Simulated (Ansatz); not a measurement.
This cell of Yb (fcc, Cu type) is off equilibrium:

```xyz
4
Lattice="5.2015 0.0000 0.0000 0.0000 5.2015 0.0000 0.0000 0.0000 5.2015" Properties=species:S:1:pos:R:3 pbc="T T T"
Yb    -0.3111    -0.3111     0.0000
Yb     2.6008     2.6008     0.0000
Yb     2.6008     0.0000     2.6008
Yb     0.0000     2.6008     2.6008
```

The numbers are results of r2SCAN (plane waves to 500 eV, PAW, scalar-relativistic; Ansatz, an electronic-structure program), not measurements. k mesh 7×7×7 (Γ-centred), Fermi-Dirac smearing 0.05 eV. Energies are smeared free energies. Stress and pressure are positive under compression. With partly filled bands, energies and forces of such displacements shift with the k mesh and the smearing. The relaxed volume of Yb is well below the measured one. Yb is run without spin polarisation. Yb was relaxed with its symmetry unable to fall. The filling of the f shell was not checked against other fillings, so treat energies with care.

Question: Predict the force on every atom, in eV/Å.

Answer: 
| atom | Fx | Fy | Fz |
|---|---|---|---|
| Yb1 | 0.985 | 0.985 | 0.000 |
| Yb2 | -0.520 | -0.520 | 0.000 |
| Yb3 | -0.435 | -0.030 | 0.000 |
| Yb4 | -0.030 | -0.435 | 0.000 |

Question: In it atom 1 sits (-0.311, -0.311, 0.000) Å away from its relaxed site. What is its energy relative to the relaxed cell?

Answer: 307 meV/cell.

(A displaced cell: forces are minus the slopes of the energy, force constants its curvatures, and phonons follow from these.)
